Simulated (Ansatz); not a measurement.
Fe (bcc, W type)

```xyz
1
Lattice="-1.3934 1.3934 1.3934 1.3934 -1.3934 1.3934 1.3934 1.3934 -1.3934" Properties=species:S:1:pos:R:3 pbc="T T T"
Fe     0.0000     0.0000     0.0000
```

Grid over V/V₀ and (c/a)/(c/a)₀, subscript 0 meaning the relaxed cell; the conventional c axis lies along z; no internal relaxation.

These are PBEsol (plane waves to 420 eV, PAW, scalar-relativistic; Ansatz, a quantum-chemistry and plane-wave program) values and carry that method's errors. k mesh 23×23×23 (Γ-centred), Fermi-Dirac smearing 0.05 eV. The energy includes the smearing's −TS. With partly filled bands, the response to shear is sensitive to the k mesh, so small differences along c/a are uncertain. Fe was relaxed with its symmetry unable to fall. Relaxed Fe ends ferromagnetic. The PAW data are Ansatz's earlier set. Other magnetic orders were not checked, so this need not be the ground state. The last digit holds for this mesh only.

Changes of ΔE (meV/atom) from the point V/V₀ = 1.000, (c/a)/(c/a)₀ = 1.000 when one coordinate moves alone (two changes are said to add if the coupling is within 5 % of the smaller one, nearly so within 20 %):

```csv
point,change
"V/V₀ = 1.000, (c/a)/(c/a)₀ = 0.880",63.1
"V/V₀ = 1.000, (c/a)/(c/a)₀ = 0.940",13.9
"V/V₀ = 0.920, (c/a)/(c/a)₀ = 1.000",56.4
"V/V₀ = 0.960, (c/a)/(c/a)₀ = 1.000",12.7
"V/V₀ = 1.040, (c/a)/(c/a)₀ = 1.000",10.9
"V/V₀ = 1.080, (c/a)/(c/a)₀ = 1.000",41.3
"V/V₀ = 1.000, (c/a)/(c/a)₀ = 1.060",10.7
"V/V₀ = 1.000, (c/a)/(c/a)₀ = 1.120",36.9
```

Question: What is the change at V/V₀ = 1.080, (c/a)/(c/a)₀ = 1.060, where both move, and how far is it from the sum?

Answer: The sum of the single changes is 41.3 + (10.7) = 52.0; the calculation gives 50.0, so the coupling contributes -2.0 (under 20 % of the smaller single change, nearly additive).

Question: What is the change at V/V₀ = 0.960, (c/a)/(c/a)₀ = 0.940, where both move, and how far is it from the sum?

Answer: The sum of the single changes is 12.7 + (13.9) = 26.6; the calculation gives 27.9, so the coupling contributes 1.3 (under 20 % of the smaller single change, nearly additive).

Question: What is the change at V/V₀ = 0.960, (c/a)/(c/a)₀ = 0.880, where both move, and how far is it from the sum?

Answer: The sum of the single changes is 12.7 + (63.1) = 75.8; the calculation gives 80.4, so the coupling contributes 4.6 (over 20 % of the smaller single change, not additive).

(Under strain, the slope of the energy per volume gives the stress and its curvature an elastic modulus.)
